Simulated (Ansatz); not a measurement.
**SnGe, first-principles data**

SnGe:
Space group P6₃mc (No. 186); a = 4.3809 Å, b = 4.3809 Å, c = 7.2081 Å, α = 90.00°, β = 90.00°, γ = 120.00°

```csv
atom,site,symmetry,x,y,z
Sn,2b,3m.,0.3333,0.6667,0.4999
Ge,2b,3m.,0.3333,0.6667,0.1253
```

Space group P6_3mc (No. 186), wurtzite; conventional cell a = b = 4.3809 Å, c = 7.2081 Å, α = β = 90.00°, γ = 120.00°.

Method: plane-wave PAW PBE (Ansatz code). Geometry: relaxed at this level of theory. Other levels are named where they apply.

**Cell and energy**

* **Volume per atom**: 29.95 Å³
* **Density**: 5.30 g/cm³
* **Formation energy from the elements (no fitted shifts)**: 0.044 eV/atom

**Electronic structure**

Electronic character: no gap, with almost no states at the Fermi level (zero-gap or semimetallic)
Density of states at the Fermi level: 0.02 states/eV per atom (mean over ±0.08 eV)

**Mechanics**

- Bulk modulus (Birch–Murnaghan fit): 45.8 GPa
- Pressure derivative B′: 4.8

The cell is a constructed one: a structure type filled with these elements; neither database checked (COD, Materials Project) lists it. Its standing as an ambient phase is unchecked. The cell was relaxed with PBE under the symmetry of its start; its stability against distortions is not shown here. The references are the lowest solids computed at this level, not always the standard phases. Scalar-relativistic: spin–orbit coupling is off unless named, which matters more the heavier the elements.

Potentials: the later of the program's two PAW sets.
